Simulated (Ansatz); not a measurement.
A geometry of Sb away from equilibrium: the start of the relaxation of a generated trial cell of Sb in the black-P structure type. Calculation: PBE (plane waves to 420 eV, PAW, scalar-relativistic; Ansatz, an electronic-structure program). Γ-centred k-mesh 8×8×6 on the run's cell (coarser than for final values), Fermi–Dirac smearing 0.05 eV.

```xyz
4
Lattice="2.0714 -6.5499 0.0000 2.0714 6.5499 0.0000 0.0000 0.0000 5.4714" Properties=species:S:1:pos:R:3 pbc="T T T"
Sb     2.0714     1.3320     3.1765
Sb     2.0714    -1.3320     2.2949
Sb     2.0714    -5.2179     5.0306
Sb     2.0714     5.2179     0.4408
```

**Question.** Which atoms carry the largest force, and which way does it point?

**Answer.** 1.17 eV/Å, on Sb1, Sb2, Sb3, Sb4 (atoms numbered as listed); on Sb1 its components are (0.00, 0.63, -0.99).

**Question.** What is the pressure?

**Answer.** +3.5 GPa, compression positive.

**Question.** How far above the relaxed end point is this geometry?

**Answer.** 0.09 eV/atom; the path ends in Cmce (No. 64) (AFLOW prototype A_oC8_64_f (A17, as in P)).

No spin polarisation in the result. Without a van der Waals term the distances between weakly bound units are poorly fixed.

The run could not lose the symmetry of its start, so the end can be a saddle point.

The end of the path is a generated cell of Sb: the first start was made by placing the elements on the sites of a structure type, and the end was not matched to a known phase here, so it may be hypothetical. Known forms of Sb include space group No. 166.
